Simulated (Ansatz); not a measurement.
The relaxed structure here is a generated cell of Be: the first start was made by placing the elements on the sites of a structure type, and the end was not matched to a known phase here, so it may be hypothetical. Known forms of Be include space group No. 194.

A relaxed cell of Be (Fmmm (No. 69)), relaxed on a k-mesh at least as fine as the one used below. Computed with PBE (plane waves to 420 eV, PAW, scalar-relativistic; Ansatz, a first-principles code). Γ-centred k-mesh 9×17×17 on the run's cell (coarser than for final values), Fermi–Dirac smearing 0.05 eV.

```xyz
4
Lattice="0.0000 3.6246 8.6456 1.1374 0.0000 4.3228 1.1374 1.8123 0.0000" Properties=species:S:1:pos:R:3 pbc="T T T"
Be     1.1374     1.8123     1.2308
Be     1.1374     3.6246     5.5537
Be     1.1374     1.8123     7.4148
Be     1.1374     3.6246    11.7376
```

The atoms are displaced by (Å):

```tsv
atom	ux	uy	uz
Be1	-0.029	0.056	-0.076
Be2	-0.181	0.022	0.054
Be3	0.008	-0.084	0.004
Be4	0.051	-0.014	-0.024
```

Q: What forces (eV/Å) and pressure result?

A: 
| atom | Fx | Fy | Fz |
|---|---|---|---|
| Be1 | -0.52 | 0.16 | 0.13 |
| Be2 | 1.28 | -0.07 | -0.51 |
| Be3 | -0.09 | 0.33 | -0.12 |
| Be4 | -0.67 | -0.42 | 0.50 |

Pressure +1.0 GPa.

Q: Estimate the energy cost of the displacement in the harmonic approximation and compare with the calculation.

A: For a harmonic well ΔE = −½ Σ F·u = 0.158 eV a cell, or 40 meV/atom. The calculated energy relative to the undisplaced cell is +0.04 eV/atom, so the harmonic estimate holds well.

The undisplaced cell is probably no minimum: from this displacement the run went on to P6₃/mmc (No. 194), 0.33 eV/atom below it.

No spin polarisation in the result.
